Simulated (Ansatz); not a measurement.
# Ansatz run on As2O

System: As$_{2}$O (cadmium iodide prototype, strained and with displaced atoms), 3 atoms in the cell.

Ansatz input (lattice in Å, positions in fractions of it)
```yaml
crystal:
  lattice:
    - [3.045699, -0.014515, -0.018608]
    - [-1.535419, 2.572092, 0.016967]
    - [-0.030387, 0.014449, 4.588623]
  atoms:
    - { symbol: O, position: [0.94408, 0.756503, 0.094456] }
    - { symbol: As, position: [1.265351, 1.438465, 0.332342] }
    - { symbol: As, position: [1.589643, 1.073268, 0.755728] }
kpoints:
  mp_grid: { grid: [3, 3, 1] }
hamiltonian:
  xc: pbe
  pseudopotentials:
    kind: paw_fr
    azcp:
      As: "pseudopotentials/pbe/paw/ansatz_paw_generated_soft_1/As.paw.azcp"
      O: "pseudopotentials/pbe/paw/ansatz_paw_generated_soft_1/O.paw.azcp"
scf:
  occupations: { method: fermi_dirac, width: 0.15 }
  convergence: { dr2_threshold: "1e-9 eV" }
  max_iter: 300
output:
  forces: true
  stress: true
  eigenvalues: true
magnetization:
  noncollinear: true
  spin_orbit: true
```

These are results of PBE with spin–orbit coupling, plane waves, PAW datasets (generated soft set 1) in Ansatz, not measurements.

What the run gave

| Quantity | Value |
| --- | --- |
| Plane-wave cutoff used | 420 eV |
| Pressure | 47.42 GPa |
| Largest force | 0.910 eV/Å on As2 |
| Smearing term TS | 37.9 meV/atom |
| Gap on the mesh | none (metallic) |
| Valence electrons | 36 |
| Irreducible k-points | 5 |
| CPU time | of the order of 9 core-seconds on a shared host |

| atom | Fx (eV/Å) | Fy (eV/Å) | Fz (eV/Å) |
| --- | --- | --- | --- |
| O1 | 0.720 | -0.430 | 0.027 |
| As2 | -0.693 | 0.325 | -0.493 |
| As3 | -0.027 | 0.105 | 0.465 |

Stress tensor in GPa, compression positive:
```
32.96 -3.23 -2.30
-3.23 29.27  4.69
-2.30  4.69 80.01
```

The stress includes the program's correction for the finite plane-wave basis.

The k-mesh is coarse, so these values belong to this mesh and can lie far from the converged ones. The elements were drawn onto a prototype; most such cells aren't known phases.
